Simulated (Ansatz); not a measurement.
SiO$_{2}$ (rutile)

```
CELL_PARAMETERS angstrom
      4.23588     0.00000     0.00000
      0.00000     4.23588     0.00000
      0.00000     0.00000     2.68991
ATOMIC_POSITIONS crystal
  Si 0.50000 0.50000 0.50000
  Si 0.00000 0.00000 0.00000
  O  0.80699 0.80699 0.50000
  O  0.30699 0.69301 0.00000
  O  0.69301 0.30699 0.00000
  O  0.19301 0.19301 0.50000
```

A phonon eigenvector at Γ is frozen into this cell: atom i moves by Q times the vector below, so Q is the largest atomic displacement, in Å. The cell is held.

```
atom       x       y      z
----  ------  ------  -----
O3     0.707   0.707  0.000
O4    -0.707   0.707  0.000
O5     0.707  -0.707  0.000
O6    -0.707  -0.707  0.000
```

Atoms not listed stay in place.

Method: PBE (plane waves to 420 eV, PAW, scalar-relativistic; Ansatz, an electronic-structure program). k mesh 8×8×12 (Γ-centred), Fermi-Dirac smearing 0.05 eV. The energy includes the smearing's −TS. SiO2 was relaxed with its symmetry unable to fall. The PAW data are Ansatz's earlier set. The zero of ΔE is the undisplaced structure.

```csv
Q (Å),ΔE (meV/cell)
-0.180,3213
-0.120,1406
-0.060,348
0.000,0
0.060,348
0.120,1406
0.180,3213
```

Which DFPT wavenumber at Γ belongs to this mode?
(A) 533 cm⁻¹
(B) 905 cm⁻¹
(C) 719 cm⁻¹
(D) 222 cm⁻¹

B, 905 cm⁻¹. The curvature of the scan gives 905 cm⁻¹

(A displaced cell: forces are minus the slopes of the energy, force constants its curvatures, and phonons follow from these.)
